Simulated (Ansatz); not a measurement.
Values for one crystal, relaxed and computed with the program Ansatz at the r²SCAN level (PAW); other levels are named.

```yaml
volume_per_atom: 13.42 Å³
electronic_character: metallic (no gap)
Formation energy from the elements (no fitted shifts): -311 meV/atom
Density of states at the Fermi level: 0.06 states/eV per atom (mean over ±0.08 eV)
```

**Question.** Pick the material that matches.
A. Ti5Si3, P6_3/mcm (Ti on 4d, Ti on 6g, Si on 6g)
B. Ta2Si, I4/mcm (Ta on 8h, Si on 4a)
C. YSi2Ni2, I4/mmm (Y on 2a, Si on 4e, Ni on 4d)
D. Si2W, MoSi2 or CaC2 type

**Answer.** D, Si2W, MoSi2 or CaC2 type

The r²SCAN relaxation kept the symmetry of its start. No spin polarisation was allowed. The references are the lowest solids computed at this level, not always the standard phases. Scalar-relativistic: spin–orbit coupling is off unless named, which matters more the heavier the elements.

Potentials: the earlier of the program's two PAW sets.
